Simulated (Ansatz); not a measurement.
TlI:
```
TlI
1.0
    2.31734    -6.49364     0.00000
    2.31734     6.49364     0.00000
    0.00000     0.00000     5.23350
Tl I
2 2
Direct
  0.39270   0.60730   0.75000
  0.60730   0.39270   0.25000
  0.13624   0.86376   0.75000
  0.86376   0.13624   0.25000
```

Relaxed with r²SCAN+D4.

Q: Give the Bader charges and basin volumes of the independent atoms, r²SCAN+D4 in the plane-wave PAW code Ansatz.

A: 

```json
[
 {"atom": "Tl1", "Bader charge (e)": "+0.59", "Bader volume (Å³)": "31.8"},
 {"atom": "I3", "Bader charge (e)": "-0.59", "Bader volume (Å³)": "47.0"}
]
```

Space group Cmcm. The workflow started from a Materials Project entry (that database holds measured and hypothetical structures alike); the Crystallography Open Database files this formula in space group No. 63, but the cells were not matched. Its standing as an ambient phase is unchecked. The cell was relaxed with r²SCAN+D4 under the symmetry of its start; whether a distortion lowers the energy is not shown. Scalar-relativistic: spin–orbit coupling is off unless named, which matters more the heavier the elements.

Potentials: the later of the program's two PAW sets.
